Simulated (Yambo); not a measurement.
```cif
data_C2Li2
_chemical_formula_sum 'Li2 C2'
_space_group_name_H-M_alt 'P 1'
_space_group_IT_number 1
_cell_length_a 4.00027
_cell_length_b 4.00027
_cell_length_c 4.00027
_cell_angle_alpha 126.934
_cell_angle_beta 106.144
_cell_angle_gamma 96.953
loop_
_space_group_symop_operation_xyz
  'x, y, z'
loop_
_atom_site_label
_atom_site_type_symbol
_atom_site_fract_x
_atom_site_fract_y
_atom_site_fract_z
_atom_site_occupancy
Li1 Li 0.73854 0.23854 0.50000 1
Li2 Li 0.26146 0.76146 0.50000 1
C1 C 0.86904 0.00000 0.86904 1
C2 C 0.13096 0.00000 0.13096 1
```

LiC (space group Immm, No. 71) under isotropic strain (on all lattice vectors), counted from the cell relaxed with PBEsol, atoms relaxed at each step. PBEsol (Quantum ESPRESSO, PseudoDojo norm-conserving, 82 Ry, without SOC); G0W0 in Yambo (6×6×6 Γ-centred k mesh, bands 3 to 82 and a 8 Ry block in the screening, 82 bands in G with the Bruneval-Gonze terminator, plasmon pole fitted at 27.2 eV).

Unstrained, the direct gap at Γ is 3.42 eV in PBEsol and 5.76 eV in G0W0.

Task: How fast does it move with strain?

Result: Between -0.7 % and +1 % the direct gap at Γ has a volume deformation potential dE/dlnV of 2.8 eV in G0W0 and 2.2 eV in PBEsol. (G0W0: 5.696 eV at -0.7 %, 5.841 eV at +1 %; Δ ln V = 3 ln(1.01/0.993) = 0.0509.) Convergence of the GW settings isn't established.
